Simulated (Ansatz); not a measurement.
Si$_{2}$Mo (MoSi2 or CaC2 type, space group No. 139) under volume change, r²SCAN (plane waves, PAW; program Ansatz), shape and atoms relaxed at each volume.

| V (Å³/atom) | E − E(relaxed) (meV/atom) | P (GPa) |
|---|---|---|
| 12.155 | 87.1 | 25.26 |
| 12.556 | 36.5 | 15.44 |
| 12.957 | 8.6 | 7.09 |
| 13.357 | 0.0 | 0.00 |
| 13.758 | 7.7 | -6.01 |
| 14.159 | 29.3 | -11.11 |
| 14.559 | 62.6 | -15.42 |

Task: What does a third-order Birch–Murnaghan fit give for V₀, B₀ and B′?

Result: V₀ = 13.36 Å³/atom, B₀ = 217 GPa, B′ = 4.5.

Space group I4/mmm (MoSi2 or CaC2 type). Symmetry was held in the r²SCAN relaxation; of distortions, only those at the zone centre were tested. No spin polarisation was allowed.

Potentials: the later of the program's two PAW sets.
